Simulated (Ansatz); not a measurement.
# CaF3: pressure against volume

CaF3, I4/mmm, a = 3.787 Å, c = 6.202 Å. The structure is a Materials Project entry; whether it is the stable form wasn't checked. Ansatz: PBEsol, PAW, 420 eV, Γ-centred 16×16×16 mesh on 4 atoms, Gaussian smearing 0.10 eV; collinear spin, largest moment 0.5 μB. Shape and atoms are relaxed at each volume; pressure is positive in compression.

```tsv
V (Å³/atom)	P (GPa)
10.451	6.03
10.784	2.75
11.118	-0.03
11.451	-2.37
11.785	?
```

Task: Take V0 = 11.118 Å³/atom, count pressures from its P0 = -0.03 GPa, fit the third-order Birch–Murnaghan form to the other rows, and predict the missing pressure.

Result: With the Eulerian strain f = ½[(V0/V)^(2/3) − 1] and y = (P − P0)/[3f(1 + 2f)^(5/2)], the form is the line y = B0 + 1.5 B0 (B0′ − 4) f. Rows (f, y): 0.02105, 86.6; 0.01027, 85.8; -0.00974, 84.1. Means f = 0.007193, y = 85.500; Σ(Δf)² = 0.0004882, ΣΔfΔy = 0.03987; the slope is their ratio. y = 84.91 + 81.67 f GPa, so B0 = 84.9 GPa and B0′ = 4 + 2 × (81.67)/(3 × 84.91) = 4.64. At V = 11.785, f = -0.01905, y = 83.35 and P = -4.35 GPa. The run gave -4.32 GPa, so the fit is 0.03 GPa too low, a small miss on the scale of the series. The form still works here, 33 % of the fitted range beyond its end.